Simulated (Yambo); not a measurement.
G0W0@LDA for CaCd$_{2}$As$_{2}$ (space group P-3m1, No. 164) in Yambo. Reference settings: 3×3×2 Γ-centred k mesh, bands 10 to 192 and a 7 Ry block in the screening, 192 bands in G with the Bruneval-Gonze terminator, plasmon pole fitted at 27.2 eV. The LDA gap Γ → Γ on this mesh is 0.07 eV; G0W0 gaps are taken between the same points.

Gap (Γ → Γ) in eV against the number of bands and the screening block, terminator on:

```json
[
 {"bands (W and G)": "61", "2 Ry": "0.997", "3 Ry": "1.030", "4 Ry": "1.064", "6 Ry": "1.074", "7 Ry": "1.076"},
 {"bands (W and G)": "85", "2 Ry": "0.883", "3 Ry": "0.922", "4 Ry": "0.970", "6 Ry": "0.994", "7 Ry": "1.001"},
 {"bands (W and G)": "116", "2 Ry": "0.830", "3 Ry": "0.868", "4 Ry": "0.921", "6 Ry": "0.950", "7 Ry": "0.958"},
 {"bands (W and G)": "154", "2 Ry": "0.804", "3 Ry": "0.837", "4 Ry": "0.894", "6 Ry": "0.926", "7 Ry": "0.935"},
 {"bands (W and G)": "192", "2 Ry": "0.789", "3 Ry": "0.821", "4 Ry": "0.877", "6 Ry": "0.912", "7 Ry": "0.923"}
]
```

Rough cost of the Yambo step against the reference (shared machines):

```
bands (W and G)  2 Ry  3 Ry  4 Ry  6 Ry  7 Ry
---------------  ----  ----  ----  ----  ----
61                1/5   1/5   1/5   1/5   1/5
85                1/3   1/3   1/3   1/3   1/3
116                ~1   1/2   1/2    ~1    ~1
154                ~1    ~1    ~1    ~1    ~1
192                ~1    ~1    ~1    ~1     1
```

At the largest block the last step in bands moves the gap by -0.012 eV; at the most bands the last step in the block moves it by 0.011 eV.

Spin-orbit splittings are left out.

The standard potential for As keeps a d shell in the valence without the s and p states of that shell. In tests on such compounds this moved G0W0 gaps by up to about 0.9 eV, so absolute quasiparticle energies here are unreliable; differences between settings are what counts.

Geometry of the Materials Project entry, not relaxed at this level; primitive cell a = b = 4.414 Å, c = 7.206 Å, α = β = 90.00°, γ = 120.00°.
